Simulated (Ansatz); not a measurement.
Ag₃O:
Space group P-31m (No. 162); a = 5.3218 Å, b = 5.3218 Å, c = 4.9712 Å, α = 90.00°, β = 90.00°, γ = 120.00°

| atom | site | symmetry | x | y | z |
|---|---|---|---|---|---|
| O | 2d | 3.2 | 0.3333 | 0.6667 | 0.5000 |
| Ag | 6k | ..m | 0.3112 | 0.3112 | 0.7794 |

Relaxed at zero pressure with the program Ansatz at the r²SCAN level (PAW).

Problem. The volume is raised by 3 % and shape and atoms relax at that volume. What pressure results, and how do the axes share the change?

Solution. -3.0 GPa; a 1.3 %, b 1.3 %, c 0.3 %; the energy rises by 4 meV/atom.

Problem. Give the new structure.

Solution. 
Space group P-31m (No. 162); a = b = 5.393 Å, c = 4.986 Å, α = β = 90.00°, γ = 120.00°

| atom | site | symmetry | x | y | z |
|---|---|---|---|---|---|
| O | 2d | 3.2 | 0.3333 | 0.6667 | 0.5000 |
| Ag | 6k | ..m | 0.3103 | 0.3103 | 0.7782 |

The phase is kept; no other phase was compared at this pressure.

The workflow started from an entry of the Crystallography Open Database (COD). Its standing as an ambient phase is unchecked. The r²SCAN relaxation kept the symmetry of its start; its stability against distortions is not shown here. No spin polarisation was allowed.

Potentials: the later of the program's two PAW sets.
